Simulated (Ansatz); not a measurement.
Two states of KMnSb

```yaml
crystal:
  lattice:
    - [4.60729, 0.00000, 0.00000]
    - [0.00000, 4.60729, 0.00000]
    - [0.00000, 0.00000, 8.08291]
  atoms:
    - { symbol: K, position: [0.00000, 0.50000, 0.65600] }
    - { symbol: K, position: [0.50000, 0.00000, 0.34400] }
    - { symbol: Sb, position: [0.00000, 0.50000, 0.19600] }
    - { symbol: Sb, position: [0.50000, 0.00000, 0.80400] }
    - { symbol: Mn, position: [0.00000, 0.00000, 0.00000] }
    - { symbol: Mn, position: [0.50000, 0.50000, 0.00000] }
```

Method: HSE06; PAW, plane waves to 420 eV, 4×4×3 Γ-centred mesh, fermi-dirac occupations (width 0.1 eV) (Ansatz 0.2.0), atoms fixed.

State A: Mn5 up, Mn6 up (collinear spin). State B: Mn5 up, Mn6 down (collinear spin).

**Question.** Which state is lower, and how do they differ?

**Answer.** State B is lower by 81.7 meV an atom at zero smearing; in free energy at this smearing B lies -80.4 meV an atom from A.

```csv
state,free energy (meV/atom),largest moment in a small sphere (μB),net moment (μB/cell),gap on mesh (eV),pressure (GPa),largest force (eV/Å)
A,80.4,4.50,9.95,0.24,3.7,0.45
B,0.0,4.42,0.00,1.76,2.3,0.17
```

Origin: a database entry at a rescaled volume. Caveats: an odd or shifted mesh can miss the band edges, so this level's true gap may be smaller; no spin-orbit coupling, which can shift this gap by tenths of an eV; the exchange threshold is loose for a stress; the SCF threshold is loose for a stress; the k mesh is coarse if the cell is a metal; the gap is not wide against the smearing.
